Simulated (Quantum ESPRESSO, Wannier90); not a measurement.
Tight-binding from DFT: ZnHgTe2 (R3m)

```
ZnHgTe2
1.0
   -2.27504     3.94048     0.00000
   -4.55008     0.00000     0.00000
   -2.27504     1.31349     7.41364
Zn Hg Te
1 1 2
Direct
  0.50043   0.50043   0.49871
  0.99905   0.99905   0.00284
  0.87000   0.87000   0.38999
  0.38050   0.38050   0.85850
```

Cell from Materials Project (mp-1215476), symmetrised, no further relaxation. Not found in the COD (Crystallography Open Database) copy used; not checked further. Method: PBEsol plane waves in Quantum ESPRESSO 7.5 (PseudoDojo norm-conserving files, 68 Ry, no spin polarisation, no spin-orbit coupling), Bloch states on a 6×6×6 mesh through Γ, Wannier90 4.0.1. Density: 8×8×8 mesh, cold smearing 0.01 Ry. Spin-orbit coupling is left out although heavy elements are present.

Valence charges of the files: Zn 20, Hg 20, Te 16. 58 bands were computed.

Isolated groups of bands, relative to the Fermi level (bands from 31 on overlap up to the last one computed):

```tsv
bands	from (eV)	to (eV)	filling	weight on atomic waves
1	-125.61	-125.61	filled	Zn 3s 100 %
2	-114.79	-114.79	filled	Hg 5s 100 %
3–5	-79.89	-79.88	filled	Zn 3p 100 %
6–8	-63.07	-63.06	filled	Hg 5p 100 %
9–18	-36.42	-36.34	filled	Te 4d 100 %
19–20	-11.57	-10.72	filled	Te 5s 85 %, Zn 4s 4 %, Hg 6s 4 %
21–30	-6.94	-6.08	filled	Zn 3d 49 %, Hg 5d 47 %
```

Wanted is a model with the orbitals Zn s p, Hg s p, Te s p, without the filled groups that are mainly made of other shells (semicore states, and anion s where it isn't named); all higher bands stay in for disentanglement.

Give num_wann, exclude_bands and num_bands, and the number of electrons that the model holds.

Electrons: 1×20 + 1×20 + 2×16 = 72, or 36.0 bands' worth; no gap over 0.05 eV opens at the Fermi level at this level of theory.
num_wann = 1×4 + 1×4 + 2×4 = 16.
exclude_bands = 1-18,21-30, 28 bands, so num_bands = 58 − 28 = 30.
The model holds 72 − 2×28 = 16 electrons. With the window frozen to 1.50 eV it follows pw.x to 2.9 meV rms (states up to 1.0 eV relative to the Fermi level).
